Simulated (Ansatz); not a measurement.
Here is an unrelaxed guess for Ba3PrBr.

```cif
data_structure
_symmetry_space_group_name_H-M 'Pm-3m'
_symmetry_Int_Tables_number 221
_cell_length_a 5.2151
_cell_length_b 5.2151
_cell_length_c 5.2151
_cell_angle_alpha 90.000
_cell_angle_beta 90.000
_cell_angle_gamma 90.000
_cell_volume 141.83
loop_
_atom_site_label
_atom_site_type_symbol
_atom_site_symmetry_multiplicity
_atom_site_Wyckoff_symbol
_atom_site_fract_x
_atom_site_fract_y
_atom_site_fract_z
_atom_site_occupancy
Ba1 Ba 3 d 0.50000 0.00000 0.00000 1
Pr1 Pr 1 a 0.00000 0.00000 0.00000 1
Br1 Br 1 b 0.50000 0.50000 0.50000 1
```

Theory: DFT PBE, scalar-relativistic, plane waves, PAW, and for the lanthanide a 4f-in-core norm-conserving potential, in Ansatz 0.2.0. Plane waves to 660 eV, a k mesh through Γ of 4×4×4 on the computed 5-atom cell and Gaussian smearing (0.10 eV); no spin polarisation.

Energies over the elements count from the elements' standard structures at the same level, with no fitted energy shifts. The references include crystalline Br.

Task: What does a single point on this coarse mesh give?

Result: The pressure is 30.0 GPa (it wants to expand), the largest force is 0.00 eV/Å (symmetry fixes the atoms), and the energy is +1.36 eV/atom against the elements. The shortest distance is 2.61 Å.

Task: How much does it gain on relaxing, and where does it end?

Result: Relaxing gains about 1.2 eV/atom (the start's value is from the coarse mesh, so the gain is rough) in 13 ionic steps and ends at +0.15 eV/atom on the finer mesh. The symmetry stays Pm-3m (No. 221). The end has the antiperovskite type. The volume per atom grows by 90.3 %, from 28.4 to 54.0 Å³. The shortest distance goes from 2.61 Å (Ba–Pr) to 3.23 Å (Ba–Pr). Conventional cell: a = 6.462 Å. Ba is surrounded by 2 Pr at 3.23 Å, 4 Br at 4.57 Å and 8 Ba at 4.57 Å; Pr has 6 Ba at 3.23 Å; around Br lie 12 Ba at 4.57 Å.

The last run used a 6×6×6 mesh for its 5-atom cell and Gaussian smearing of 0.10 eV. The reference form of Br is held partly by dispersion forces, which this level lacks. The relaxation can't lower the symmetry of the start. Symmetry constrained the relaxation, so the result can be a saddle point. Another cell of Ba3PrBr relaxed alike, in Pm-3m, lies 0.52 eV/atom lower, so this cell isn't the stable form at this level.

The lanthanide is trivalent by construction, without f bands, f moments or other valences. The reference runs of the other elements, and any phases without the lanthanide, used 420 eV, which shifts energies against them by under 10 meV/atom. The lanthanide's reference is the lowest of its hcp, dhcp and fcc cells.
